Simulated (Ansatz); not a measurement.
SrO (rock salt)

```
CELL_PARAMETERS angstrom
      0.00000     5.19500     5.19500
      2.59750     0.00000     2.59750
      2.59750     2.59750     0.00000
ATOMIC_POSITIONS crystal
  O  0.00000 0.00000 0.00000
  O  0.50000 0.00000 0.00000
  Sr 0.25000 0.50000 0.50000
  Sr 0.75000 0.50000 0.50000
```

A phonon eigenvector at L = (0.5, 0.0, 0.0) is frozen into this cell: atom i moves by Q times the vector below, so Q is the largest atomic displacement, in Å. The cell is held. (q is in reciprocal vectors of the primitive cell; the cell shown is doubled to hold the pattern.)

```tsv
atom	x	y	z
Sr3	-0.577	0.577	0.577
Sr4	0.577	-0.577	-0.577
```

Atoms not listed stay in place.

All values below come from PBE (plane waves to 420 eV, PAW, scalar-relativistic; Ansatz, a program for electronic structure). k mesh 11×11×11 (Γ-centred), Fermi-Dirac smearing 0.05 eV. Energies are smeared free energies. SrO was relaxed with its symmetry unable to fall. ΔE is measured from the undisplaced structure.

```json
[
 {"Q (Å)": "-0.280", "ΔE (meV/cell)": "1228"},
 {"Q (Å)": "-0.187", "ΔE (meV/cell)": "552"},
 {"Q (Å)": "-0.093", "ΔE (meV/cell)": "139"},
 {"Q (Å)": "0.000", "ΔE (meV/cell)": "0"},
 {"Q (Å)": "0.093", "ΔE (meV/cell)": "139"},
 {"Q (Å)": "0.187", "ΔE (meV/cell)": "552"},
 {"Q (Å)": "0.280", "ΔE (meV/cell)": "1228"}
]
```

**Question.** Which DFPT wavenumber at L = (0.5, 0.0, 0.0) belongs to this mode?
A. 257 cm⁻¹
B. 223 cm⁻¹
C. 99 cm⁻¹
D. 412 cm⁻¹

**Answer.** B, 223 cm⁻¹. The curvature of the scan gives 223 cm⁻¹

(For displaced atoms, the force is minus the slope of the energy, and its curvature is a force constant, which sets phonon frequencies.)
